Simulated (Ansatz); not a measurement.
Relaxed Mg (hcp, Mg type):

```xyz
4
Lattice="6.3723 0.0000 0.0000 -1.5931 2.7593 0.0000 0.0000 0.0000 5.2235" Properties=species:S:1:pos:R:3 pbc="T T T"
Mg     0.0000     1.8395     3.9176
Mg     3.1862     1.8395     3.9176
Mg     1.5931     0.9198     1.3059
Mg     4.7792     0.9198     1.3059
```

Scan: atom 2 (Mg, nearest neighbour Mg at 3.186 Å; its periodic images, 3.2 Å or more away, move with it) is displaced along Cartesian x, direction (1.000, 0.000, 0.000) in Cartesian axes, by s. The other atoms stay.

The numbers are results of PBE (plane waves to 420 eV, PAW, scalar-relativistic; Ansatz, a quantum-chemistry and plane-wave program), not measurements. k mesh 7×14×7 (Γ-centred), Fermi-Dirac smearing 0.05 eV. The energy includes the smearing's −TS. With partly filled bands, energies and forces of such displacements shift with the k mesh and the smearing. Mg was relaxed with its symmetry unable to fall. The PAW data are Ansatz's earlier set. ΔE is measured from the undisplaced structure. The last digit holds for this mesh only.

```
s (Å)   ΔE (meV/cell)
------  -------------
-0.960         1609.4
-0.768          908.1
-0.576          460.9
-0.384          189.7
-0.192           45.1
0.000             0.0
0.192            45.0
0.384           189.0
0.576           458.3
0.768        withheld
0.960          1597.3
```

Fit a polynomial form (powers 2, 3, 4) to the given rows and predict ΔE at s = 0.768.

Least squares on the 10 given rows: ΔE = (1185)·s² + (-6.084)·s³ + (601.8)·s⁴, in meV/cell with s in Å; root-mean-square residual 1.23 meV/cell. At 0.768 the fit gives 905.5 meV/cell; the calculation gives 901.7 meV/cell, so the interpolation is off by 3.8 (+0.4 %). The quadratic term alone would give 698.9 meV/cell.

(A displaced cell: forces are minus the slopes of the energy, force constants its curvatures, and phonons follow from these.)
